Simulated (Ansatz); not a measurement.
An element in the fcc structure gives these cold pressures by all-electron LAPW under LDA (Ansatz 0.2.0, scalar-relativistic, no spin polarisation).

```json
{"V (Å³/atom)": "16.02", "P (GPa)": "-0.01"}
{"V (Å³/atom)": "15.06", "P (GPa)": "10.23"}
{"V (Å³/atom)": "14.10", "P (GPa)": "25.4"}
{"V (Å³/atom)": "12.82", "P (GPa)": "57.6"}
{"V (Å³/atom)": "11.54", "P (GPa)": "113.0"}
{"V (Å³/atom)": "10.25", "P (GPa)": "210.5"}
{"V (Å³/atom)": "8.81", "P (GPa)": "419.9"}
{"V (Å³/atom)": "7.21", "P (GPa)": "935.4"}
```

(1) Which element is it?

Results:

(1) Ag. Its zero-pressure volume in this structure is near 16.0 Å³/atom; the volume and the steepness of P(V) together point to it, though neighbours can come close. This is the case that was computed; others weren't tested.
